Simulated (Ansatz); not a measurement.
Problem. Each is relaxed and computed with DFT-r²SCAN in the program Ansatz with PAW potentials. Which alone has a direct gap?
A) GaP, zinc blende
B) GaAs, zinc blende
C) GaN, rock salt
D) BAs, P6_222 (B on 3d, As on 3c)

Solution. B, GaAs, zinc blende. GaAs: gap 0.97 eV (direct); GaP: gap 1.85 eV (indirect); BAs: gap 0.67 eV (indirect); GaN: gap 1.17 eV (indirect). Typed or built starts, not in the databases checked: BAs, P6_222 (B on 3d, As on 3c). Not the usual ambient phase: BAs, P6_222 (B on 3d, As on 3c); GaN, rock salt. All cells were relaxed under the symmetry of their starts (and spin orders); stability against distortions was not tested throughout. Scalar-relativistic: spin–orbit coupling is off unless named, which matters more the heavier the elements.

Potentials: the earlier of the program's two PAW sets. The files were generated under PBE; for other functionals the program regenerates the frozen cores, and for LDA and PBEsol the local potential too.
